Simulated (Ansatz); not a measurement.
# YAu squeezed and stretched

A database entry relaxed whole under r2SCAN (Pm-3m):

```xyz
2
Lattice="3.5863 0.0000 0.0000 0.0000 3.5863 0.0000 0.0000 0.0000 3.5863" Properties=species:S:1:pos:R:3 pbc="T T T"
Y     1.7931    1.7931    1.7931
Au    0.0000    0.0000    0.0000
```

The cell was scaled uniformly, its shape held, and the atoms relaxed at each volume with plane-wave PAW DFT (Ansatz 0.2.0; r2SCAN, 500 eV, 9×9×9 Γ-centred mesh, fermi-dirac occupations of width 0.100 eV; no spin, no spin-orbit coupling). One row is withheld.

```json
{"volume (Å³/atom)": "21.679", "energy over the lowest (meV/atom)": "27.2", "pressure (GPa)": "6.71"}
{"volume (Å³/atom)": "22.140", "energy over the lowest (meV/atom)": "11.6", "pressure (GPa)": "4.22"}
{"volume (Å³/atom)": "22.601", "energy over the lowest (meV/atom)": "?", "pressure (GPa)": "?"}
{"volume (Å³/atom)": "23.063", "energy over the lowest (meV/atom)": "0.0", "pressure (GPa)": "0.00"}
{"volume (Å³/atom)": "23.524", "energy over the lowest (meV/atom)": "2.7", "pressure (GPa)": "-1.79"}
{"volume (Å³/atom)": "23.985", "energy over the lowest (meV/atom)": "10.2", "pressure (GPa)": "-3.39"}
{"volume (Å³/atom)": "24.446", "energy over the lowest (meV/atom)": "22.2", "pressure (GPa)": "-4.82"}
```

Q: Fit the pressures of the other rows to the third-order Birch-Murnaghan form.

A: With f = [(V₀/V)^(2/3) − 1]/2 and P = 3B₀f(1 + 2f)^(5/2)[1 + 3(B₀′ − 4)f/2], least squares gives V₀ = 23.06 Å³ an atom, B₀ = 94.3 GPa and B₀′ = 4.5; the rows miss the fit by less than 0.01 GPa. The slope of the energies differs from these pressures by less than 0.05 GPa.

Q: What does the withheld row hold?

A: The fit gives 1.99 GPa at 22.601 Å³; the run gave 1.99 GPa and 2.8 meV an atom.

Caveats: the shape of the cell was held; 0 K, fixed nuclei; the symmetry was kept, and this need not be the phase that is stable at 0 K; one mesh for all volumes; pressure is positive in compression.
